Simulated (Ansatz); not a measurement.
Input, command and steps of an Ansatz relaxation.

```yaml
crystal:
  lattice:
    - [-4.52215, -4.52215, 0.0]
    - [0.0, 4.52215, 4.52215]
    - [-4.52215, 4.52215, -4.52215]
  atoms:
    - { symbol: "N", position: [0.1641763169, 0.3342600657, 0.8359568494] }
    - { symbol: "N", position: [0.6666205642, 0.3312061769, 0.8346293004] }
    - { symbol: "N", position: [0.497299975, 0.4923109006, 0.4974323419] }
    - { symbol: "N", position: [0.9992710763, 0.5021230629, 0.4985423026] }
    - { symbol: "N", position: [0.3390287017, 0.6683751074, 0.1703188452] }
    - { symbol: "N", position: [0.8327361396, 0.6686462946, 0.1646884619] }
    - { symbol: "N", position: [0.1712120625, 0.8332558058, 0.831227298] }
    - { symbol: "N", position: [0.6671081108, 0.8278147563, 0.8304110683] }
    - { symbol: "N", position: [0.494018513, 0.9956654356, 0.4991023793] }
    - { symbol: "N", position: [0.9990882418, 0.0011503138, 0.500864982] }
    - { symbol: "N", position: [0.3330066468, 0.166936761, 0.1656788161] }
    - { symbol: "N", position: [0.8354934874, 0.1671108746, 0.169361409] }
    - { symbol: Ti, position: [0.5003125927, 0.0011601224, 0.998360276] }
    - { symbol: Ti, position: [0.3330559608, 0.164662596, 0.6654334544] }
    - { symbol: Ti, position: [0.6636605678, 0.8343858638, 0.333936052] }
    - { symbol: Hf, position: [0.8285320186, 0.1622799388, 0.663972992] }
    - { symbol: Hf, position: [0.0024321437, 0.5012413304, 0.0017810638] }
    - { symbol: Hf, position: [0.1602481136, 0.8324800947, 0.33239453] }
    - { symbol: Ta, position: [0.9985082519, 0.9936334456, 8.18564e-05] }
    - { symbol: Ta, position: [0.6677417257, 0.3369065756, 0.3359216247] }
    - { symbol: Ta, position: [0.33535798, 0.6641320308, 0.6647419621] }
    - { symbol: W, position: [0.1679074115, 0.334977756, 0.334604047] }
    - { symbol: W, position: [0.4982806357, 0.49357518, 0.0022025821] }
    - { symbol: W, position: [0.8355487645, 0.6729433471, 0.6725221902] }
  symmetry: { detect: false }
basis:
  ecutwfc: 420
kpoints:
  mp_grid: { grid: [3, 3, 2], shift: [0.0, 0.0, 0.5] }
hamiltonian:
  xc: pbe
scf:
  occupations: { method: gaussian, width: 0.1 }
  lower_state_search: "off"
output:
  forces: true
  stress: true
  eigenvalues: true
relax:
  adjacent_minimum: "off"
  f_tol: 0.04
  max_steps: 50
  cell: { stress_tol: 0.3 }
```

```bash
ansatz run input.yaml --threads 4 --pin off --max-ram 9216MiB --backend cpu --events-out ev --progress --plain --runs-dir out
```

Method: Ansatz 0.2.0, DFT PBE, scalar-relativistic, plane waves, PAW.

Of 15 frames 8 are shown, positions in Å and forces in eV/Å; the SCF threshold varies from step to step. Steps run on the plane waves of an earlier cell, with a Pulay correction in the pressure. The basis is chosen afresh for the last frame, the zero of the energies, and at times for earlier ones too; energy and pressure can step there, also at an unchanged geometry. Where two frames share a geometry here, they differ by under 2 meV/atom and 0.3 GPa. The mark taken_back stands on steps that the optimiser undid.

```xyz
24
Lattice="-4.5221 -4.5221 0.0000 0.0000 4.5221 4.5221 -4.5221 4.5221 -4.5221" Properties=species:S:1:pos:R:3:forces:R:3 pbc="T T T" step=1 free_energy_over_end_meV_per_atom=119.25 pressure_GPa=-20.99
N    -4.5228    4.5495   -2.2687   -0.0162   -0.6496   -0.0103
N    -6.7889    2.2575   -2.2766    0.3692    0.0941   -0.0268
N    -4.4983    2.2269   -0.0232   -0.3965    0.1652    0.0605
N    -6.7733    0.0063    0.0162   -0.0463    0.1472   -0.2097
N    -2.3033    2.2596    2.2523    0.0031   -0.1414    0.2331
N    -4.5105    0.0027    2.2790    0.0931    0.4202   -0.2885
N    -4.5332    6.7528    0.0092   -0.1812   -0.1392    0.2149
N    -6.7720    4.4820   -0.0117    0.0518    0.8060   -0.3293
N    -4.4910    4.5255    2.2455   -0.1233    0.0049    0.2110
N    -6.7830   -2.2478   -2.2598    0.0960   -0.1512   -0.0410
N    -2.2551   -0.0018    0.0057    0.0131   -0.1514    0.0942
N    -4.5441   -2.2566   -0.0102    0.3533   -0.1180   -0.2454
Ti   -6.7772    2.2575   -4.5095   -0.0348    0.0482   -0.0145
Ti   -4.5153    2.2477   -2.2646   -0.3014    0.4470   -0.4274
Ti   -4.5113    2.2822    2.2631    0.3634   -0.3609    0.2184
Hf   -6.7493   -0.0103   -2.2687    0.0883   -0.2279    0.4316
Hf   -0.0191    2.2637    2.2586    0.0599   -0.0658   -0.0309
Hf   -2.2278    4.5431    2.2615   -0.8050    0.2615   -0.2252
Ta   -4.5158   -0.0217    4.4930    0.2658   -0.1120    0.3692
Ta   -4.5387    0.0230    0.0045    0.2790   -0.1379   -0.1541
Ta   -4.5226    4.4928   -0.0028    0.0412   -0.2323    0.1011
W    -2.2724    2.2686    0.0017    0.3013   -0.0980    0.1587
W    -2.2633   -0.0113    2.2221   -0.0567   -0.0359    0.0472
W    -6.8197    2.3059    0.0019   -0.4168    0.2273   -0.1369
24
Lattice="-4.4244 -4.4240 -0.0094 0.0148 4.4185 4.4166 -4.3524 4.3426 -4.3555" Properties=species:S:1:pos:R:3:forces:R:3 pbc="T T T" step=3 free_energy_over_end_meV_per_atom=26.72 pressure_GPa=0.32
N    -4.3623    4.3180   -2.1558   -0.1082   -0.2242   -0.0204
N    -6.5454    2.1394   -2.1822    0.2972   -0.1039    0.0051
N    -4.4138    2.1185    0.0026   -0.3521   -0.0540    0.0152
N    -6.5735    0.0253    0.0196    0.0895    0.4211   -0.0607
N    -2.2213    2.1767    2.2445   -0.0883   -0.2413    0.2094
N    -4.4021    0.0040    2.2110   -0.0377    0.2649   -0.0854
N    -4.4130    6.4977    0.0663   -0.2261   -0.2064    0.1604
N    -6.5320    4.4394    0.0163    0.1547    0.4794   -0.1320
N    -4.3677    4.3707    2.2340   -0.0481    0.0526    0.0735
N    -6.5913   -2.2563   -2.1888    0.1107   -0.1699   -0.1057
N    -2.1598   -0.0071    0.0130    0.1408    0.0289    0.0345
N    -4.3955   -2.2646   -0.0316    0.0395   -0.2200   -0.2110
Ti   -6.5701    2.1739   -4.3430   -0.0967    0.2076    0.0300
Ti   -4.3862    2.1584   -2.2073   -0.0489    0.3332   -0.4185
Ti   -4.3464    2.1671    2.2318    0.4876   -0.1385    0.1024
Hf   -6.5556   -0.0816   -2.1685    0.0869   -0.2247    0.1528
Hf    0.0013    2.1956    2.2002   -0.1033    0.1973    0.0609
Hf   -2.1967    4.4121    2.2115   -0.1622   -0.1114   -0.1716
Ta   -4.3582   -0.0650    4.3997    0.6279   -0.4658   -0.0118
Ta   -4.3722   -0.0468    0.0065    0.1856   -0.2731   -0.0917
Ta   -4.3579    4.2994    0.0497    0.1582   -0.3962    0.1170
W    -2.1866    2.2152    0.0391   -0.3156    0.5772    0.0830
W    -2.2121   -0.0195    2.1750   -0.2440   -0.2717    0.3854
W    -6.6749    2.2859    0.0223   -0.5473    0.5384   -0.1210
24
Lattice="-4.4428 -4.4756 -0.0411 0.0671 4.4496 4.3964 -4.3970 4.3888 -4.4027" Properties=species:S:1:pos:R:3:forces:R:3 pbc="T T T" step=5 free_energy_over_end_meV_per_atom=14.03 pressure_GPa=-1.41 taken_back
N    -4.4105    4.3231   -2.2113   -0.0360    0.1007    0.0138
N    -6.5393    2.0669   -2.2666   -0.4397    0.4450    0.1887
N    -4.5293    2.0794   -0.1034    0.4882    0.3285    0.3153
N    -6.5709    0.2078   -0.0288   -0.1427   -0.3320   -0.0767
N    -2.1779    2.0749    2.2514    0.1717    0.2607   -0.4144
N    -4.3952   -0.0017    2.1396    0.0749   -0.2368    0.1090
N    -4.4658    6.4945   -0.0163    0.4431    0.1686   -0.1641
N    -6.4848    4.6221    0.0087   -0.0736   -1.0480   -0.1989
N    -4.3419    4.3781    2.1758   -0.1484    0.0203   -0.0319
N    -6.5960   -2.3470   -2.2804   -0.3448    0.4269    0.2760
N    -2.1123    0.1317    0.0884   -0.3393   -0.2525   -0.0875
N    -4.4586   -2.3608   -0.1272   -0.0485    0.1747    0.3838
Ti   -6.6652    2.3278   -4.3947   -0.3213   -0.1040   -0.0660
Ti   -4.4076    2.1984   -2.3639    0.0345   -0.0519    0.4251
Ti   -4.2167    2.1161    2.1268   -0.2780   -0.1154   -0.1163
Hf   -6.5755   -0.1616   -2.1793   -0.0767    0.5114    0.0483
Hf    0.0247    2.2126    2.1753   -0.1012   -0.2929    0.0707
Hf   -2.1708    4.3863    2.1821    0.3119    0.5484   -0.2689
Ta   -4.2481   -0.1365    4.3324   -0.7073    0.9391   -0.1542
Ta   -4.3483   -0.1220   -0.0541    0.0076    0.3511    0.1971
Ta   -4.3207    4.2606    0.0044    0.3150    0.2906   -0.1011
W    -2.2905    2.4282    0.0319    0.1356   -1.3348   -0.1610
W    -2.2360   -0.1499    2.2966    0.2562    0.7467   -0.1474
W    -6.7589    2.4370   -0.0946    0.8183   -1.5441   -0.0393
24
Lattice="-4.4673 -4.4714 -0.0333 0.0650 4.4398 4.3734 -4.3938 4.3647 -4.3633" Properties=species:S:1:pos:R:3:forces:R:3 pbc="T T T" step=7 free_energy_over_end_meV_per_atom=0.59 pressure_GPa=0.29
N    -4.4253    4.3148   -2.1881   -0.0325   -0.0404   -0.0286
N    -6.5948    2.0967   -2.2666   -0.0482   -0.0403   -0.0968
N    -4.5283    2.0704   -0.0427    0.0717    0.0873    0.0321
N    -6.5370    0.1337   -0.0194   -0.0247   -0.2090   -0.1337
N    -2.1975    2.1007    2.2161    0.1492    0.1207    0.0245
N    -4.4237   -0.0384    2.1356    0.0187    0.0722    0.1155
N    -4.4355    6.4863    0.0302   -0.0637    0.0075   -0.0614
N    -6.4561    4.4878    0.0281   -0.0368    0.0502   -0.1551
N    -4.3591    4.3756    2.1873    0.0507   -0.0263   -0.0809
N    -6.6546   -2.3127   -2.2757    0.0786   -0.0088    0.1649
N    -2.1025    0.1030    0.0851   -0.0307   -0.1119   -0.0467
N    -4.5301   -2.3374   -0.0803    0.0457    0.1309   -0.1051
Ti   -6.7369    2.3235   -4.3688    0.1202   -0.5103    0.1144
Ti   -4.4288    2.1938   -2.2767    0.0310    0.1191    0.1576
Ti   -4.2525    2.0899    2.1333   -0.1124    0.0991    0.0271
Hf   -6.6081   -0.1360   -2.1658    0.1922   -0.1061    0.0129
Hf   -0.0060    2.1880    2.1977    0.1092   -0.2143   -0.0582
Hf   -2.1620    4.4126    2.1517   -0.1971    0.1303   -0.0115
Ta   -4.2625   -0.0940    4.2999   -0.2000   -0.0553    0.0346
Ta   -4.3085   -0.1166   -0.0215   -0.2733   -0.0228   -0.2253
Ta   -4.2573    4.2339    0.0185   -0.2268    0.2545    0.1652
W    -2.3305    2.3357    0.0105    0.2538    0.0335    0.0271
W    -2.2637   -0.1172    2.2979    0.2081    0.2382   -0.1760
W    -6.7437    2.3428   -0.1344   -0.0837    0.0019    0.3032
24
Lattice="-4.4707 -4.4614 -0.0320 0.0650 4.4285 4.3793 -4.3937 4.3525 -4.3683" Properties=species:S:1:pos:R:3:forces:R:3 pbc="T T T" step=9 free_energy_over_end_meV_per_atom=-1.42 pressure_GPa=0.15
N    -4.4156    4.2998   -2.1982   -0.0493    0.1014    0.0453
N    -6.6006    2.0906   -2.2617    0.0042   -0.0090   -0.0249
N    -4.5255    2.0789   -0.0351   -0.0470    0.0247   -0.0256
N    -6.5432    0.1162   -0.0276    0.0454   -0.0120    0.0416
N    -2.1862    2.1031    2.2168    0.0510    0.0969    0.0169
N    -4.4226   -0.0300    2.1411   -0.0397   -0.0581   -0.0174
N    -4.4560    6.4754    0.0311    0.0281   -0.0144   -0.0052
N    -6.4634    4.4692    0.0232    0.0291    0.0667   -0.0408
N    -4.3575    4.3692    2.1848   -0.0029    0.0037    0.0148
N    -6.6466   -2.3114   -2.2501   -0.0214    0.0353   -0.0581
N    -2.1020    0.0635    0.0759   -0.0637    0.0606   -0.0191
N    -4.5240   -2.3253   -0.0885   -0.0715    0.0150    0.0224
Ti   -6.7264    2.2531   -4.3773   -0.0216    0.0393    0.0101
Ti   -4.4461    2.2128   -2.2627    0.0350   -0.1208    0.0790
Ti   -4.2596    2.1052    2.1389    0.0558   -0.0285   -0.0591
Hf   -6.5954   -0.1444   -2.1663    0.0202   -0.0072    0.0037
Hf    0.0116    2.1696    2.1930   -0.0562    0.0404   -0.0236
Hf   -2.1754    4.4053    2.1530    0.1016   -0.0257    0.0163
Ta   -4.2758   -0.1017    4.3009   -0.0472    0.0455   -0.0257
Ta   -4.3228   -0.1089   -0.0280   -0.0298   -0.0854   -0.0141
Ta   -4.2705    4.2522    0.0227   -0.0247   -0.1157    0.0370
W    -2.3234    2.3265    0.0184   -0.0133    0.0350    0.0524
W    -2.2544   -0.1044    2.2896    0.0604   -0.0627   -0.0097
W    -6.7663    2.3326   -0.1100    0.0574   -0.0251   -0.0164
24
Lattice="-4.4775 -4.4678 -0.0260 0.0669 4.4269 4.3724 -4.3899 4.3542 -4.3665" Properties=species:S:1:pos:R:3:forces:R:3 pbc="T T T" step=11 free_energy_over_end_meV_per_atom=-1.70 pressure_GPa=0.06
N    -4.4176    4.3051   -2.1949   -0.0013    0.0035   -0.0146
N    -6.6061    2.0871   -2.2691    0.0139   -0.0251    0.0094
N    -4.5254    2.0642   -0.0281   -0.0014    0.0422    0.0086
N    -6.5453    0.1112   -0.0232   -0.0104    0.0153   -0.0066
N    -2.1817    2.1098    2.2183    0.0204    0.0071   -0.0092
N    -4.4267   -0.0410    2.1405   -0.0043    0.0005    0.0066
N    -4.4380    6.4730    0.0389    0.0126    0.0430    0.0013
N    -6.4619    4.4737    0.0165    0.0098    0.0008   -0.0219
N    -4.3562    4.3576    2.1838   -0.0084    0.0292   -0.0155
N    -6.6529   -2.3127   -2.2538   -0.0248    0.0070    0.0142
N    -2.1095    0.0727    0.0749   -0.0092   -0.0029   -0.0061
N    -4.5412   -2.3346   -0.0884   -0.0049    0.0145    0.0103
Ti   -6.7294    2.2595   -4.3683    0.0165   -0.0387    0.0332
Ti   -4.4578    2.2006   -2.2284    0.0269    0.0502    0.0134
Ti   -4.2513    2.0936    2.1279   -0.0058   -0.0228   -0.0268
Hf   -6.6012   -0.1513   -2.1635   -0.0055   -0.0090    0.0139
Hf    0.0100    2.1728    2.1916    0.0126   -0.0353   -0.0092
Hf   -2.1682    4.4103    2.1516   -0.0111   -0.0065   -0.0258
Ta   -4.2805   -0.1035    4.2996    0.0100   -0.0384    0.0084
Ta   -4.3262   -0.1316   -0.0286   -0.0471    0.0204    0.0053
Ta   -4.2701    4.2447    0.0250    0.0202   -0.0078   -0.0054
W    -2.3237    2.3299    0.0160    0.0078   -0.0013    0.0191
W    -2.2533   -0.1079    2.2833   -0.0014    0.0104    0.0210
W    -6.7569    2.3314   -0.1228   -0.0150   -0.0564   -0.0236
24
Lattice="-4.4726 -4.4678 -0.0264 0.0651 4.4291 4.3753 -4.3885 4.3573 -4.3686" Properties=species:S:1:pos:R:3:forces:R:3 pbc="T T T" step=13 free_energy_over_end_meV_per_atom=0.02 pressure_GPa=-0.27
N    -4.4164    4.3104   -2.1976    0.0032   -0.0072    0.0004
N    -6.5976    2.0881   -2.2673   -0.0054    0.0230    0.0014
N    -4.5227    2.0706   -0.0269   -0.0016   -0.0014   -0.0058
N    -6.5453    0.1190   -0.0252    0.0186   -0.0049    0.0166
N    -2.1801    2.1116    2.2207    0.0057   -0.0075    0.0032
N    -4.4248   -0.0413    2.1409   -0.0047   -0.0054    0.0089
N    -4.4372    6.4796    0.0397   -0.0034    0.0141   -0.0008
N    -6.4592    4.4778    0.0173    0.0087   -0.0004   -0.0168
N    -4.3555    4.3652    2.1834    0.0084   -0.0192    0.0023
N    -6.6503   -2.3122   -2.2542    0.0005   -0.0019    0.0078
N    -2.1123    0.0729    0.0732   -0.0016    0.0030    0.0093
N    -4.5352   -2.3332   -0.0887   -0.0175   -0.0125   -0.0011
Ti   -6.7249    2.2593   -4.3654    0.0234    0.0007    0.0033
Ti   -4.4472    2.2083   -2.2283   -0.0212    0.0008    0.0105
Ti   -4.2491    2.0905    2.1274   -0.0099    0.0097   -0.0158
Hf   -6.5951   -0.1502   -2.1643   -0.0078   -0.0005   -0.0059
Hf    0.0109    2.1713    2.1925   -0.0092    0.0086   -0.0099
Hf   -2.1702    4.4102    2.1511    0.0152   -0.0009   -0.0077
Ta   -4.2780   -0.1040    4.3012    0.0039    0.0089    0.0007
Ta   -4.3297   -0.1280   -0.0302   -0.0099   -0.0002    0.0230
Ta   -4.2683    4.2486    0.0246   -0.0057   -0.0171   -0.0047
W    -2.3195    2.3329    0.0183    0.0094    0.0113   -0.0021
W    -2.2529   -0.1066    2.2859   -0.0039    0.0128    0.0105
W    -6.7539    2.3343   -0.1228    0.0047   -0.0138   -0.0272
24
Lattice="-4.4723 -4.4671 -0.0266 0.0653 4.4284 4.3744 -4.3860 4.3542 -4.3654" Properties=species:S:1:pos:R:3:forces:R:3 pbc="T T T" step=15 free_energy_over_end_meV_per_atom=0.00 pressure_GPa=0.04
N    -4.4141    4.3071   -2.1951   -0.0075    0.0070   -0.0154
N    -6.5986    2.0866   -2.2685   -0.0021   -0.0069    0.0000
N    -4.5200    2.0677   -0.0241   -0.0083   -0.0076    0.0008
N    -6.5412    0.1166   -0.0233    0.0049    0.0085   -0.0078
N    -2.1800    2.1114    2.2203    0.0084    0.0003    0.0041
N    -4.4244   -0.0413    2.1427   -0.0057   -0.0070    0.0043
N    -4.4321    6.4776    0.0448    0.0027    0.0147   -0.0031
N    -6.4559    4.4743    0.0167    0.0067    0.0043    0.0093
N    -4.3533    4.3607    2.1857   -0.0004    0.0049   -0.0035
N    -6.6516   -2.3130   -2.2544    0.0032    0.0001    0.0108
N    -2.1111    0.0741    0.0739    0.0040    0.0022   -0.0016
N    -4.5354   -2.3339   -0.0901   -0.0048   -0.0007    0.0010
Ti   -6.7169    2.2572   -4.3622   -0.0130   -0.0161    0.0119
Ti   -4.4570    2.2071   -2.2173    0.0091    0.0002    0.0240
Ti   -4.2480    2.0905    2.1238   -0.0042    0.0000   -0.0017
Hf   -6.5938   -0.1535   -2.1626   -0.0077    0.0023   -0.0026
Hf    0.0097    2.1711    2.1911    0.0120   -0.0049   -0.0099
Hf   -2.1687    4.4104    2.1510   -0.0029   -0.0076    0.0052
Ta   -4.2760   -0.1034    4.3007    0.0057    0.0040   -0.0146
Ta   -4.3265   -0.1304   -0.0271   -0.0231    0.0044    0.0035
Ta   -4.2663    4.2463    0.0270    0.0168   -0.0039   -0.0174
W    -2.3168    2.3320    0.0174    0.0013    0.0086    0.0086
W    -2.2532   -0.1047    2.2833    0.0056    0.0015    0.0116
W    -6.7490    2.3308   -0.1265   -0.0008   -0.0083   -0.0175
```

It took 4 min on 4 threads of Intel(R) Xeon(R) Platinum 8488C (Sapphire Rapids) (shared host), peak memory 1.4 GiB.

The k mesh is coarse. Spin–orbit coupling is left out, which can shift energies with elements as heavy as these. Spin polarisation was left out, and a magnetic state may lie lower.